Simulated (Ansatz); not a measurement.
In the program Ansatz at the PBEsol level (PAW), IrC in the zinc blende structure (F-43m) relaxes to a = 4.580 Å. Ir has 4 nearest neighbours from 1.98 Å (tetrahedral); C has 4 nearest neighbours from 1.98 Å (tetrahedral). Its formation energy from the elements is 529 meV/atom, with no fitted shifts.

Electronic character: metallic (no gap). Gap from PBEsol with spin–orbit coupling: none (metallic).

An equation-of-state fit gives a bulk modulus of 298 GPa. The relaxed-ion elastic constants in GPa are C11 = 366, C12 = 265, C44 = 108. The elastic constants imply a Debye temperature near 348 K. The highest mode at Γ lies at 655 cm⁻¹.

The start of the workflow was typed in or built on a structure type; neither database checked (COD, Materials Project) lists it. Its standing as an ambient phase is unchecked. Symmetry was held in the PBEsol relaxation; whether a distortion lowers the energy is not shown. No spin polarisation was allowed. Its formation energy is positive at this level, so the cell may be metastable or incomplete. As this level gives no gap, shear constants depend on the k-mesh and smearing (Fermi–Dirac, 0.1 eV here). As this level gives no gap, phonon frequencies hold no LO–TO term and depend on the k-mesh and smearing (Fermi–Dirac, 0.1 eV here). The references are the lowest solids computed at this level, not always the standard phases. Scalar-relativistic: spin–orbit coupling is off unless named, which matters more the heavier the elements.

Potentials: the earlier of the program's two PAW sets. The files were generated under PBE; for other functionals the program regenerates the frozen cores, and for LDA and PBEsol the local potential too.
